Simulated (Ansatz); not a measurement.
A geometry of Be away from equilibrium: step 2 of the relaxation of a relaxed Be cell displaced along its unstable phonon at q = Γ (364i cm⁻¹), largest move 0.15 Å. All values below come from r2SCAN (plane waves to 500 eV, PAW, scalar-relativistic; Ansatz, an electronic-structure program). Γ-centred k-mesh 11×11×15 on the run's cell (coarser than for final values), Fermi–Dirac smearing 0.05 eV.

```
Be
1.0
    3.55884     0.00000     0.00000
   -1.77942     3.08205     0.00000
    0.00000     0.00000     2.18729
Be
3
Direct
  0.00000   0.00000   0.00000
  0.33333   0.66667   0.59785
  0.66667   0.33333   0.40215
```

**Question.** Give the Cartesian forces on all atoms (eV/Å).

**Answer.** 
| atom | Fx | Fy | Fz |
|---|---|---|---|
| Be1 | 0.00 | 0.00 | 0.00 |
| Be2 | 0.00 | 0.00 | 0.59 |
| Be3 | 0.00 | 0.00 | -0.59 |

**Question.** What is the pressure?

**Answer.** -1.6 GPa, compression positive.

**Question.** How much energy per atom can still be gained by relaxing?

**Answer.** 0.04 eV/atom; the path ends in Im-3m (No. 229) (bcc (W type)).

No spin polarisation in the result.

The run could not lose the symmetry of its start: the end is stationary, and may be a saddle point rather than a minimum.

The end of the path is a generated cell of Be: the first start was made by placing the elements on the sites of a structure type, and the end was not matched to a known phase here, so it may be hypothetical. Known forms of Be include space group No. 194.
